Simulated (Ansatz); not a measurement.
## Structure optimisation: selenium, A15

These are results of DFT, BLYP, plane waves (420 eV) with PAW, scalar-relativistic (Ansatz), not measurements. The PAW files were generated under PBE, with cores re-solved for the functional.

k-point mesh 5×5×5, Fermi-Dirac smearing 0.1 eV, no spin polarisation. Cell and atoms relax.

Starting structure:

```
Se
1.0
     5.58778    0.00000    0.00000
     0.00000    5.58778    0.00000
     0.00000    0.00000    5.58778
Se
8
Direct
  0.00000 0.00000 0.00000
  0.50000 0.50000 0.50000
  0.25000 0.00000 0.50000
  0.75000 0.00000 0.50000
  0.50000 0.25000 0.00000
  0.50000 0.75000 0.00000
  0.00000 0.50000 0.25000
  0.00000 0.50000 0.75000
```

Question: What cell does the relaxation end in?

Answer: Pm-3n with a = 5.727 Å; 23.48 Å³ per atom against 21.81 at the start (7.6 %).

Question: How much energy does the relaxation gain?

Answer: 19.8 meV per atom.
